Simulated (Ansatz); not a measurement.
SrGe2Au2:
```xyz
5
Lattice="-2.2532 2.2532 5.1642 2.2532 -2.2532 5.1642 2.2532 2.2532 -5.1642" Properties=species:S:1:pos:R:3 pbc="T T T"
Sr     0.0000     0.0000     0.0000
Ge     0.0000     0.0000     3.9115
Ge     0.0000     0.0000     6.4169
Au     0.0000     2.2532     2.5821
Au     2.2532     0.0000     2.5821
```

This is the PBEsol-relaxed structure.

Q: All from PBEsol in the plane-wave PAW code Ansatz, unless another level is named. Give the electronic character.

A: metallic (no gap).

Q: What about the formation energy from the elements (no fitted shifts)?

A: -530 meV/atom.

Q: What about the density of states at the Fermi level?

A: 0.31 states/eV per atom (mean over ±0.08 eV).

Space group I4/mmm. The workflow started from an entry of the Crystallography Open Database (COD). Whether it is the stable phase at ambient conditions was not checked. The PBEsol relaxation kept the symmetry of its start; whether a distortion lowers the energy is not shown. The references are the lowest solids computed at this level, not always the standard phases. Scalar-relativistic: spin–orbit coupling is off unless named, which matters more the heavier the elements.

Potentials: the later of the program's two PAW sets.
